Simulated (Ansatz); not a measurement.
GdTlS2 (R-3m); volume scaled by 0.7.

```
Gd Tl S
1.0
     1.80569    1.04251    6.64768
    -1.80569    1.04251    6.64768
     0.00000   -2.08503    6.64768
Gd Tl S
1 1 2
Direct
  0.00000 0.00000 0.00000
  0.50000 0.50000 0.50000
  0.26665 0.26665 0.26665
  0.73335 0.73335 0.73335
```

The reference geometry is a structure from the Materials Project; nothing is relaxed.

Settings: r²SCAN, 7×7×7 k mesh, Fermi–Dirac smearing of 0.02 eV. PAW means Ansatz 0.2.0 on its default frozen-core files. Site moments are integrated in spheres about the atoms. Start moments (μB): Gd1 7.

Iteration by iteration:

```tsv
iteration	Harris–Foulkes energy less the last (meV)	density residual (eV)	M (μB)	∫|m| (μB)
1	-1079.063	7.5e+00	6.9884	7.0340
2	-223.218	2.8e+00	6.9895	7.0417
3	166.102	2.8e-01	7.0000	7.0641
4	87.406	6.4e-02	7.0000	7.0795
5	18.937	1.3e-02	7.0000	7.0981
6	0.383	1.6e-03	7.0000	7.1111
7	0.133	7.5e-04	7.0000	7.1125
8	0.119	9.0e-05	7.0000	7.1148
9	0.032	1.8e-05	7.0000	7.1141
10	0.012	9.4e-06	7.0000	7.1137
11	0.000	9.3e-07	7.0000	7.1134
12	0.000	2.1e-07	7.0000	7.1134
13	0.000	1.8e-08	7.0000	7.1134
14	0.000	8.5e-09	7.0000	7.1134
```

Site moments (μB): Gd1 6.85, Tl2 0.00, S3 -0.02, S4 -0.02. Cell moment 7.00 μB.

The PAW files were made with PBE; the program remakes their cores once for the run's functional and then keeps them frozen. Without U a semilocal functional puts the f levels too near the Fermi level, which can change moments and the order of magnetic states; site and cell moments are spin moments. Under strong compression frozen cores are worth checking against an all-electron run. Spin–orbit coupling is left out although heavy atoms are present. In at least one run the program's final test of stability wasn't made or came to no verdict. With open f shells a run can end in a state that isn't the lowest. These are results for the start and cell typed. The real compound can order otherwise, in a larger cell, or not at all, since semilocal functionals at zero temperature often overstate magnetism.
